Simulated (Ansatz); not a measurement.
Au (fcc, Cu type)

```yaml
crystal:
  lattice:
    - [4.08345, 0.00000, 0.00000]
    - [0.00000, 4.08345, 0.00000]
    - [0.00000, 0.00000, 4.08345]
  atoms:
    - { symbol: Au, position: [0.00000, 0.00000, 0.00000] }
    - { symbol: Au, position: [0.50000, 0.50000, 0.00000] }
    - { symbol: Au, position: [0.50000, 0.00000, 0.50000] }
    - { symbol: Au, position: [0.00000, 0.50000, 0.50000] }
```

Scan: atom 3 (Au, nearest neighbour Au at 2.887 Å; its periodic images, 4.1 Å or more away, move with it) is displaced along Cartesian x, direction (1.000, 0.000, 0.000) in Cartesian axes, by s. The other atoms stay.

The numbers are results of PBEsol (plane waves to 420 eV, PAW, scalar-relativistic; Ansatz, a quantum-chemistry and plane-wave program), not measurements. k mesh 9×9×9 (Γ-centred), Fermi-Dirac smearing 0.05 eV. Energies are smeared free energies. With partly filled bands, energies and forces of such displacements shift with the k mesh and the smearing. Au was relaxed with its symmetry unable to fall. Spin-orbit coupling is left out, though Au is heavy. The zero of ΔE is the undisplaced structure. The last digit holds for this mesh only.

```csv
s (Å),ΔE (meV/cell)
-0.290,295.6
-0.232,185.5
-0.174,withheld
-0.116,45.1
-0.058,11.2
0.000,0.0
0.058,11.2
0.116,45.1
0.174,withheld
0.232,185.5
0.290,295.6
```

Problem. Fit an even polynomial form (powers 2, 4) to the given rows and predict ΔE at s = -0.174.

Solution. Least squares on the 9 given rows: ΔE = (3324)·s² + (2276)·s⁴, in meV/cell with s in Å; root-mean-square residual 0.03 meV/cell. At -0.174 the fit gives 102.7 meV/cell; the calculation gives 102.7 meV/cell, the same to the digits shown. The quadratic term alone would give 100.6 meV/cell.

(A displaced cell: forces are minus the slopes of the energy, force constants its curvatures, and phonons follow from these.)
